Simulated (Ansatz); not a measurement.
C in space group I4_1/amd (No. 141; C on 8e) under volume change, plane-wave PAW r²SCAN (Ansatz code), shape and atoms relaxed at each volume.

| V (Å³/atom) | E − E(relaxed) (meV/atom) | P (GPa) |
|---|---|---|
| 6.270 | 69.4 | 38.50 |
| 6.477 | 29.4 | 23.88 |
| 6.683 | 7.0 | 11.13 |
| 6.890 | 0.0 | 0.00 |
| 7.097 | 6.4 | -9.73 |
| 7.303 | 24.6 | -18.22 |
| 7.510 | 53.0 | -25.63 |

What does a third-order Birch–Murnaghan fit give for V₀, B₀ and B′?

V₀ = 6.89 Å³/atom, B₀ = 346 GPa, B′ = 3.5.

The start of the workflow was typed in or built on a structure type; the Crystallography Open Database files this formula in space group No. 141, but the cells were not matched. It is not the phase usual at ambient conditions (space group No. 194, 227). Symmetry was held in the r²SCAN relaxation; whether a distortion lowers the energy is not shown.

Potentials: the earlier of the program's two PAW sets.
